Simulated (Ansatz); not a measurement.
I:
```
CELL_PARAMETERS angstrom
      3.57580    -2.16199     0.00000
      3.57580     2.16199     0.00000
      0.00000     0.00000     9.52990
ATOMIC_POSITIONS crystal
  I  0.82119 0.17881 0.12304
  I  0.17881 0.82119 0.87696
  I  0.32119 0.67881 0.37696
  I  0.67881 0.32119 0.62304
```

Relaxed with LDA. Special points in fractions of this cell's reciprocal vectors: Γ (0.000, 0.000, 0.000); Y (0.500, 0.500, 0.000); F0 (0.341, 0.659, 0.000); Δ0 (-0.341, 0.341, 0.000); Z (0.000, 0.000, 0.500); B0 (-0.341, 0.341, 0.500); G0 (0.341, 0.659, 0.500); T (0.500, 0.500, 0.500); S (0.000, 0.500, 0.000); R (0.000, 0.500, 0.500).

### Question
List the band energies nearest the valence-band maximum at these points for the program Ansatz at the LDA level (PAW).

### Answer
In eV from the valence-band maximum; about four levels below and three above (degenerate sets whole), none deeper than 8.9 eV; points with the same levels are listed once.

```csv
k,below,above
Γ,-0.99 -0.89 -0.43 -0.01,1.12 1.96 4.38
Y,-1.91 -1.79 -1.33 -0.66,0.84 1.57 4.18
F0,-2.32 -1.27 -1.26 -0.57,1.63 1.72 6.00
Z,-0.72 -0.72 -0.16 -0.16,1.13 1.13 5.26 5.26
B0,-1.25 -1.25 -0.73 -0.73,1.45 1.45 6.47 6.47
T,-1.56 -1.56 -1.17 -1.17,0.83 0.83 5.25 5.25
S,-1.72 -1.72 -1.00 -1.00,2.24 2.24 4.80 4.80
R,-1.22 -1.22 0.00 0.00,1.06 1.06 5.32 5.32
```

Space group Cmce (molecular I2 type). Symmetry was held in the LDA relaxation. A crystal of weakly bound units computed without a dispersion correction: the cell and the soft elastic constants depend strongly on that. Scalar-relativistic: spin–orbit coupling is off unless named, which matters more the heavier the elements.

Potentials: the earlier of the program's two PAW sets.
